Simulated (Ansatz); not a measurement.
# SiGe: computed property card

SiGe:
```cif
data_GeSi
_chemical_formula_sum 'Ge1 Si1'
_space_group_name_H-M_alt 'P-6m2'
_space_group_IT_number 187
_space_group_name_Hall 'P -6 2'
_cell_length_a 3.61490
_cell_length_b 3.61490
_cell_length_c 3.19393
_cell_angle_alpha 90.000
_cell_angle_beta 90.000
_cell_angle_gamma 120.000
loop_
_atom_site_label
_atom_site_type_symbol
_atom_site_symmetry_multiplicity
_atom_site_Wyckoff_symbol
_atom_site_fract_x
_atom_site_fract_y
_atom_site_fract_z
_atom_site_occupancy
Ge1 Ge 1 a 0.00000 0.00000 0.00000 1
Si1 Si 1 f 0.66667 0.33333 0.50000 1
```

Space group P-6m2 (No. 187); conventional cell a = 3.6149 Å, b = 3.6149 Å, c = 3.1939 Å, α = 90.00°, β = 90.00°, γ = 120.00°.

Method: the program Ansatz at the r²SCAN level (PAW). Structure relaxed to zero pressure with the same functional. Other levels are named where they apply.

**Cell and energy**

```
Item                                                          Value
-----------------------------------------------------  ------------
Volume per atom                                            18.07 Å³
Density                                                  4.63 g/cm³
Formation energy from the elements (no fitted shifts)  0.56 eV/atom
```

**Electronic structure**

```
Item                                                                        Result
------------------------------------  --------------------------------------------
Electronic character                                             metallic (no gap)
Density of states at the Fermi level  0.38 states/eV per atom (mean over ±0.08 eV)
Gap with spin–orbit coupling                                       none (metallic)
```

**Mechanics**

```
Quantity                              Result
----------------------------------  --------
Bulk modulus (Birch–Murnaghan fit)  75.3 GPa
Pressure derivative B′                   5.0
```

**Charges**

```
Quantity                      Value
-------------  --------------------
Bader charges  Ge -0.10, Si +0.10 e
```

A made-up cell: these elements were put on the sites of a structure type; neither database checked (COD, Materials Project) lists it. Its standing as an ambient phase is unchecked. The r²SCAN relaxation kept the symmetry of its start; whether a distortion lowers the energy is not shown. The references are the lowest solids computed at this level, not always the standard phases. Scalar-relativistic: spin–orbit coupling is off unless named, which matters more the heavier the elements.

Potentials: the later of the program's two PAW sets.
